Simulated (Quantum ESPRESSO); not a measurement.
# Moving one atom in Ti2TaO5F3

Calculated results; nothing here was measured. They come from pw.x of Quantum ESPRESSO 7.5, a plane-wave density functional program, with PseudoDojo standard norm-conserving files (v0.5 for PBE, v0.4.1 for LDA and PBEsol). The cells are made up: elements, strain and atom displacements were drawn at random, and nothing was relaxed. There is no spin polarisation, spin-orbit coupling or dispersion term.

The cell has 12 sites of a fluorite lattice. Sites 1 to 4 hold Ti Ta empty Ti; sites 5 to 12 hold O O F O F F O O. Cell vectors in Å: (4.791, 0.000, 0.000); (0.000, 4.791, 0.000); (0.000, 0.000, 4.791). Settings: PBE, cutoff 1143 eV, 5 x 5 x 5 k mesh shifted by half a step, Fermi-Dirac smearing of 0.025 eV.

Each run shifts the O atom on site 8 along y and leaves all else fixed. Site 4 is one of its nearest neighbours. E is the free energy of the cell above the lowest run shown. The last column is band 45 less band 44 at Gamma, from a band step after each run.

```
run,shift (Å),Fy on site 8 (eV/Å),Fy on site 4 (eV/Å),P (GPa),E (meV),level step at Gamma (eV)
1,-0.1092,0.784,-0.409,7.97,18.7,0.630
2,-0.0933,0.565,-0.354,7.77,8.0,0.631
3,-0.0754,0.323,-0.293,7.56,0.0,0.631
5,0.0952,-1.768,0.162,6.31,128.8,0.631
6,0.1064,-1.893,0.183,6.27,149.3,0.632
7,0.1243,-2.094,0.214,6.23,185.0,0.632
4,0.0477,?,?,?,?,?
```

A rerun of one of these cells at 1437 eV and k mesh 7 x 7 x 7 moved values by no more than 0.003 eV in the cell's energy, 0.06 GPa in stress and 0.005 eV/Å in force.

## Worked fit

A parabola through the six runs shown gives Fy on site 8 = -0.644 - 12.40 u + 6.1 u² eV/Å, with u in Å and a scatter of 0.003 eV/Å. Minus the slope, 12.40 ± 0.08 eV/Å², is this atom's force constant along y at u = 0, with its periodic images moving too. The fitted force vanishes at u = -0.051 Å, where the energy should be lowest along this line. The error is the larger of the fit's own and the change that a cubic makes, rounded up.

## Withheld run

Question: what Fy on site 8 should run 4 give?

The fit gives -1.222 eV/Å. The calculation gave -1.225 eV/Å.

```
run  shift (Å)  Fy on site 8 (eV/Å)  Fy on site 4 (eV/Å)  P (GPa)  E (meV)  level step at Gamma (eV)
  4     0.0477               -1.225                0.061     6.51     57.6                     0.629
```